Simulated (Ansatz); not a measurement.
## In: eigenvalues along the path

```
In
1.0
    -1.62615    1.62615    2.52343
     1.62615   -1.62615    2.52343
     1.62615    1.62615   -2.52343
In
1
Direct
  0.00000 0.00000 0.00000
```

The geometry is COD entry 9017523, unchecked; take it as a test cell. The listed cell was then made from it by scaling, straining or moving an atom.

No spin–orbit coupling, which matters for the heavy atoms here.

These are results of Ansatz 0.2.0, DFT, LDA, all-electron LAPW, scalar-relativistic, not measurements.

Sampling and basis: a Γ-centred 12×12×14 k mesh, Fermi–Dirac smearing of 0.05 eV, basis error target 1 meV/atom, no spin polarisation; this mesh doesn't keep the crystal's whole symmetry, which leaves small spurious terms.

Path points, in fractions of the reciprocal vectors: Γ (0.000, 0.000, 0.000), X (0.000, 0.000, 0.500), P (0.250, 0.250, 0.250), N (0.000, 0.500, 0.000), M (0.500, 0.500, -0.500), S (0.354, 0.646, -0.354), S0 (-0.354, 0.354, 0.354). Levels in eV from the Fermi level; bands 5 to 13, counted from the lowest band of the run. The gap is zero.

```
# k(1/Å) point b5 b6 b7 b8 b9 b10 b11 b12 b13
0.000 Γ -14.56 -14.42 -14.42 -14.37 -14.24 -9.40 10.27 10.27 10.44
0.273 - -14.51 -14.45 -14.40 -14.36 -14.26 -9.10 8.75 8.99 9.28
0.546 - -14.50 -14.40 -14.37 -14.34 -14.27 -8.17 6.60 6.94 7.46
0.820 - -14.58 -14.46 -14.26 -14.24 -14.23 -6.62 4.86 4.86 5.31
1.093 - -14.63 -14.55 -14.19 -14.19 -14.11 -4.45 1.48 3.73 4.26
1.366 X -14.66 -14.59 -14.17 -14.16 -14.06 -1.78 -1.66 3.34 3.91
1.491 - -14.64 -14.58 -14.18 -14.18 -14.06 -1.70 -1.63 3.04 3.60
1.615 - -14.61 -14.57 -14.22 -14.19 -14.06 -1.56 -1.48 2.34 3.00
1.740 - -14.56 -14.54 -14.27 -14.21 -14.06 -1.46 -1.11 1.53 2.44
1.864 - -14.52 -14.50 -14.35 -14.24 -14.06 -1.37 -0.60 0.74 2.04
1.989 P -14.51 -14.42 -14.42 -14.25 -14.06 -1.33 0.02 0.02 1.90
2.182 - -14.50 -14.44 -14.40 -14.25 -14.08 -2.16 -0.70 1.20 2.84
2.375 - -14.48 -14.46 -14.34 -14.29 -14.13 -3.12 -1.72 3.15 4.47
2.568 - -14.50 -14.45 -14.39 -14.26 -14.14 -3.80 -2.53 5.40 6.11
2.761 - -14.52 -14.48 -14.42 -14.20 -14.13 -4.20 -3.04 6.99 7.72
2.955 N -14.53 -14.51 -14.41 -14.17 -14.13 -4.33 -3.22 7.11 9.12
3.184 - -14.52 -14.51 -14.40 -14.19 -14.16 -5.87 -1.25 7.32 9.17
3.414 - -14.51 -14.48 -14.38 -14.24 -14.23 -7.42 1.57 7.94 9.35
3.644 - -14.52 -14.45 -14.38 -14.32 -14.26 -8.53 4.75 8.86 9.67
3.874 - -14.54 -14.43 -14.41 -14.36 -14.25 -9.19 8.11 9.86 10.06
4.104 Γ -14.56 -14.42 -14.42 -14.37 -14.24 -9.40 10.27 10.27 10.44
4.353 - -14.57 -14.40 -14.40 -14.39 -14.24 -9.15 9.15 9.15 9.37
4.602 - -14.61 -14.43 -14.32 -14.32 -14.21 -8.38 6.47 7.44 7.44
4.851 - -14.66 -14.50 -14.23 -14.23 -14.18 -7.08 3.05 6.05 6.05
5.100 - -14.70 -14.56 -14.16 -14.16 -14.16 -5.27 -0.13 5.15 5.15
5.349 M -14.71 -14.58 -14.15 -14.13 -14.13 -3.22 -2.65 4.85 4.85
5.462 - -14.70 -14.58 -14.16 -14.14 -14.13 -3.19 -2.58 4.20 4.91
5.575 - -14.68 -14.56 -14.17 -14.16 -14.14 -3.09 -2.39 2.94 5.09
5.688 - -14.65 -14.52 -14.20 -14.19 -14.15 -2.92 -2.08 1.61 5.39
5.801 - -14.62 -14.46 -14.25 -14.22 -14.16 -2.75 -1.65 0.38 5.81
5.913 S -14.59 -14.39 -14.30 -14.25 -14.18 -2.73 -1.12 -0.53 6.33
6.210 - -14.55 -14.43 -14.33 -14.24 -14.18 -3.67 -2.28 2.26 7.45
6.506 - -14.52 -14.51 -14.40 -14.18 -14.14 -4.26 -3.11 6.06 8.82
6.802 - -14.52 -14.51 -14.40 -14.18 -14.14 -4.26 -3.11 6.06 8.82
7.098 - -14.55 -14.43 -14.33 -14.24 -14.18 -3.67 -2.28 2.26 7.45
7.395 S0 -14.59 -14.39 -14.30 -14.25 -14.18 -2.73 -1.12 -0.53 6.33
7.668 - -14.54 -14.41 -14.31 -14.25 -14.23 -4.47 -0.14 0.60 7.95
7.941 - -14.50 -14.47 -14.32 -14.30 -14.21 -6.59 1.89 2.84 9.85
8.215 - -14.48 -14.47 -14.36 -14.30 -14.28 -8.16 4.67 5.52 10.94
8.488 - -14.52 -14.44 -14.41 -14.35 -14.26 -9.10 7.92 8.50 10.55
8.762 Γ -14.56 -14.42 -14.42 -14.37 -14.24 -9.40 10.27 10.27 10.44
```
